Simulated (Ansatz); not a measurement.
A trial cell of InTe4W, before relaxation:

```
CELL_PARAMETERS angstrom
6.32588 0.00000 0.00000
0.00000 6.32588 0.00000
0.00000 0.00000 4.86802
ATOMIC_POSITIONS crystal
In 0.00000 0.00000 0.50000
Te 0.28992 0.00000 0.00000
Te 0.71008 0.00000 0.00000
Te 0.00000 0.28992 0.00000
Te 0.00000 0.71008 0.00000
W 0.50000 0.50000 0.00000
```

The calculation used DFT PBE, scalar-relativistic, plane waves, PAW in Ansatz 0.2.0. Cutoff 420 eV, Gaussian smearing, Γ-centred meshes. Cell and atoms relax first on a coarse mesh and then on a finer one. In between, the cell is made exact in the group found at 0.06 Å. In metals the finer mesh still leaves noise of several meV/atom or more. The steps can't lower the symmetry of their start. No spin polarisation.

A guess keeps its type if space group and coordination stay and the shape of the cell changes little (axis ratios within about 15 %, angles within 6°); the volume may change.

Problem. Does it keep its structure type, or change into something else?

Solution. It doesn't keep its type. The symmetry stays P4/mmm (No. 123). The volume per atom grows by 17.3 %, from 32.5 to 38.1 Å³. The shortest distance goes from 2.59 Å (Te–Te) to 2.87 Å (Te–Te). The ratio c/a of the conventional cell changes by a factor of 0.43. Counting neighbours within 15 % of an atom's shortest distance, the start has In 8, Te 3, W 8 and the end In 10, Te 3, W 2. In detail, at the end In has 2 In at 2.91 Å and 8 Te at 3.33 Å; Te is surrounded by 3 Te at 2.87–2.91 Å and 2 In at 3.33 Å; around W lie 2 W at 2.91 Å.

```
CELL_PARAMETERS angstrom
8.85784 0.00000 0.00000
0.00000 8.85784 0.00000
0.00000 0.00000 2.91266
ATOMIC_POSITIONS crystal
In 0.00000 0.00000 0.50000
Te 0.33797 0.00000 0.00000
Te 0.66203 0.00000 0.00000
Te 0.00000 0.33797 0.00000
Te 0.00000 0.66203 0.00000
W 0.50000 0.50000 0.00000
```

The zero of energy is the elements' standard structures at the same level; no fitted shifts are applied.

Problem. At what energy does it end?

Solution. +1.35 eV/atom. A positive value: parting into the elements would lower its energy.

The last run used a 6×6×10 mesh (in the run's order of axes) for its 6-atom cell and Gaussian smearing of 0.10 eV. Spin–orbit coupling, which can matter for Te and W, is left out. The cell is a metal run without spin; a magnetic state may lie lower. The reference form of Te is held partly by dispersion forces, which this level lacks. Symmetry constrained the relaxation, so the result can be a saddle point. Another cell of InTe4W relaxed alike, in P4/mmm, lies 1.25 eV/atom lower, so this cell isn't the stable form at this level.
